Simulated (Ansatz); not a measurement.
The calculation used Ansatz 0.2.0, DFT PBEsol, scalar-relativistic, plane waves, PAW.

Settings: cutoff 420 eV, Γ-centred mesh 12×12×12 on the computed 3-atom cell, Gaussian smearing of 0.01 eV; no spin polarisation.

```xyz
3
Lattice="2.1549 1.2441 2.0455 -2.1549 1.2441 2.0455 0.0000 -2.4882 2.0455" Properties=species:S:1:pos:R:3 pbc="T T T"
Be    0.0000    0.0000    0.0000
C     0.0000    0.0000    3.5895
C     0.0000    0.0000    2.5471
```

Task: Is this geometry at equilibrium? Which atom feels the largest force?

Result: It isn't. Atom 3 (C) feels (0.00, 0.00, -33.90) eV/Å, 33.898 eV/Å in size, and symmetry-related atoms feel the same size.

Task: Give all forces and the stress.

Result:
```json
{"atom": "Be1", "Fx": "0.000", "Fy": "0.000", "Fz": "0.000"}
{"atom": "C2", "Fx": "0.000", "Fy": "0.000", "Fz": "33.898"}
{"atom": "C3", "Fx": "0.000", "Fy": "0.000", "Fz": "-33.898"}
```
Stress (GPa, compression positive):
```
 -6.01   0.00   0.00
  0.00  -6.01   0.00
  0.00   0.00 124.35
```

Some atoms are far too close here, so the PAW spheres overlap strongly and the numbers are rough.